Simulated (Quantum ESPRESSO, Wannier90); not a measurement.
Wannier functions of Li₂ZrTeO₆ (R3)

Structure: Materials Project mp-6782, symmetrised, not relaxed again. COD (Crystallography Open Database) has an entry of this formula and space group (matched by these alone). Method: PBEsol plane waves in Quantum ESPRESSO 7.5 (PseudoDojo norm-conserving files, 68 Ry, no spin polarisation, no spin-orbit coupling), Bloch states on a 4×4×4 mesh through Γ, Wannier90 4.0.1. Density: 8×8×8 mesh, cold smearing 0.01 Ry. Spin-orbit coupling is left out although heavy elements are present.

```
begin unit_cell_cart
ang
   -2.6229101334    4.5430136148    0.0000000000
   -5.2458202669    0.0000000000    0.0000000000
   -2.6229101334    1.5143378716    4.6848970000
end unit_cell_cart
mp_grid = 4 4 4
```

Neighbour vectors b of the finite-difference formula (Å⁻¹), by shell:

```
shell       b_x       b_y       b_z
-----  --------  --------  --------
1       0.00000   0.00000   0.33529
1       0.00000   0.00000  -0.33529
2      -0.29944  -0.17288  -0.11176
2       0.00000   0.34576  -0.11176
2      -0.29944   0.17288   0.11176
2       0.29944   0.17288   0.11176
2       0.00000  -0.34576   0.11176
2       0.29944  -0.17288  -0.11176
```

Problem. Find the weights w_b from the completeness condition Σ_b w_b b_α b_β = δ_αβ.

Solution. Shell 1: Σ b_x² = 0.000, Σ b_y² = 0.000, Σ b_z² = 0.225 Å⁻²
Shell 2: Σ b_x² = 0.359, Σ b_y² = 0.359, Σ b_z² = 0.075 Å⁻²
Each of the three diagonal sums, weighted, has to give 1 and the off-diagonal ones 0, which holds for w_1 = 3.52 Å², w_2 = 2.79 Å². Check on xx: 3.52×0.000 + 2.79×0.359 = 1.00.

On this mesh the 3 functions of bands 37-39 (bands 37-39; start: SCDM (isolated), conv_tol = 1.0e-6) end with spreads 4.3178, 4.3203, 4.3170 Å², Ω_I = 12.5938 Å² and Ω_D = 0.0564 Å².

Ω_total is the sum of the spreads, 12.955 Å². Ω_OD = Ω_total − Ω_I − Ω_D = 0.305 Å². Only (Ω_D + Ω_OD)/Ω_total = 2.8 % depends on the gauge, and another start could lower the total by that share at most. The rms radius is √(Ω_total/3) = 2.08 Å.
